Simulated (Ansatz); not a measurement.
# CdSe: do energies and stresses tell the same story?

Level of theory: DFT r2SCAN, scalar-relativistic, plane waves, PAW (Ansatz).

Cutoff 500 eV; k points 6×6×4 on the computed 4-atom cell (Γ-centred); Gaussian smearing, width 0.02 eV; no spin polarisation.

Relaxed cell: P6_3mc, a = 4.341 Å, b = 4.341 Å, c = 7.076 Å, α = 90.00°, β = 90.00°, γ = 120.00°, 4 atoms in the primitive cell.

Energies at zero smearing and pressures from the stress tensor, at volumes with shape and atoms relaxed:
```tsv
V (Å³/atom)	E − E(first) (meV/atom)	P (GPa)
25.402	0.00	8.79
26.268	-39.77	6.01
27.134	-65.73	3.66
28.000	-80.03	1.68
28.866	-84.46	0.00
29.732	-80.52	-1.42
30.598	-69.52	-2.62
31.753	-45.70	-3.94
```

**Question.** Check P = −dE/dV between neighbouring volumes, and get the bulk modulus from the pressures alone.

**Answer.** With 1 eV/Å³ = 160.2 GPa:
```csv
middle V (Å³/atom),−ΔE/ΔV (GPa),mean P (GPa)
25.835,7.358,7.399
26.701,4.803,4.837
27.567,2.645,2.673
28.433,0.819,0.842
29.299,-0.728,-0.708
30.165,-2.035,-2.019
31.176,-3.305,-3.280
```

The two differ by 0.04 GPa at most. The mean of two end pressures misses the average over a step by about ΔV² P″/12, up to 0.04 GPa here; with that taken off 0.00 GPa remains. Around V = 28.866 Å³/atom, the two neighbours give B = −V ΔP/ΔV = 28.866 × 3.10 / 1.732 = 51.7 GPa, against B0 = 51.4 GPa from the Birch–Murnaghan fit of the energies.

Cost: 9 runs of about 14 core-minutes in all, on Intel Xeon Processor @ 2.50GHz (Skylake/Cascade Lake) (shared hosts).